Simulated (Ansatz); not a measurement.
Values for one crystal, relaxed and computed with DFT-r²SCAN in the program Ansatz with PAW potentials; other levels are named.

| Item | Value |
|---|---|
| Volume per atom | 21.24 Å³ |
| Band gap | 1.74 eV (indirect) |
| Valence-band maximum | at M2 (k = 0.500, 0.500, 0.500 in fractions of the reciprocal vectors) |
| Smallest direct gap on the standard path | 1.79 eV |
| Conduction-band minimum | at Y2 (k = 0.500, 0.500, 0.000 in fractions of the reciprocal vectors) |
| Formation energy from the elements (no fitted shifts) | -2.25 eV/atom |

Question: Which compound is it?
(A) Y4S3N2, C2/m (Pearson symbol mS18)
(B) Y2MoO6, C2/c (Pearson symbol mS72)
(C) Li4Ca2MgSi2N6, C2/m (Pearson symbol mS30)
(D) Rb3YF6, Fm-3m (Rb on 8c, Rb on 4b, Y on 4a, F on 24e)

Answer: A, Y4S3N2, C2/m (Pearson symbol mS18)

The workflow started from a Materials Project entry (that database holds measured and hypothetical structures alike); the Crystallography Open Database copy checked does not list it. Whether it is the stable phase at ambient conditions was not checked. The r²SCAN relaxation kept the symmetry of its start; its stability against distortions is not shown here. No spin polarisation was allowed. The references are the lowest solids computed at this level, not always the standard phases (solids in place of the gases). Spin–orbit coupling is left out wherever it is not named.

Potentials: the later of the program's two PAW sets.
